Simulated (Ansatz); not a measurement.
## Pb: pressure against volume

Pb, Fm-3m, a = 4.996 Å. Ansatz: r2SCAN, PAW, 500 eV, Γ-centred 14×14×14 mesh on 1 atom, Gaussian smearing 0.10 eV; no spin polarisation. Symmetry fixes shape and atoms, so the cell is only scaled; pressure is positive in compression.

| V (Å³/atom) | P (GPa) |
| --- | --- |
| 29.297 | ? |
| 30.232 | 1.44 |
| 31.167 | 0.00 |
| 32.102 | -1.20 |
| 33.037 | -2.20 |

Problem. Take V0 = 31.167 Å³/atom, fit the third-order Birch–Murnaghan form to the other rows, and predict the missing pressure.

Solution. With the Eulerian strain f = ½[(V0/V)^(2/3) − 1] and y = P/[3f(1 + 2f)^(5/2)], the form is the line y = B0 + 1.5 B0 (B0′ − 4) f. Rows (f, y): 0.01026, 44.5; -0.00976, 43.1; -0.01905, 42.4. Means f = -0.006183, y = 43.333; Σ(Δf)² = 0.0004487, ΣΔfΔy = 0.03203; the slope is their ratio. y = 43.77 + 71.37 f GPa, so B0 = 43.8 GPa and B0′ = 4 + 2 × (71.37)/(3 × 43.77) = 5.09. At V = 29.297, f = 0.02106, y = 45.27 and P = 3.17 GPa. The run gave 3.18 GPa, so the fit is 0.01 GPa too low, a small miss on the scale of the series. The form still works here, 33 % of the fitted range beyond its end.

Spin–orbit coupling is left out, which can shift energies with elements as heavy as these.

Cost: 5 runs of about 0.66 core-minutes in all, on Arm Neoverse V2 (shared hosts).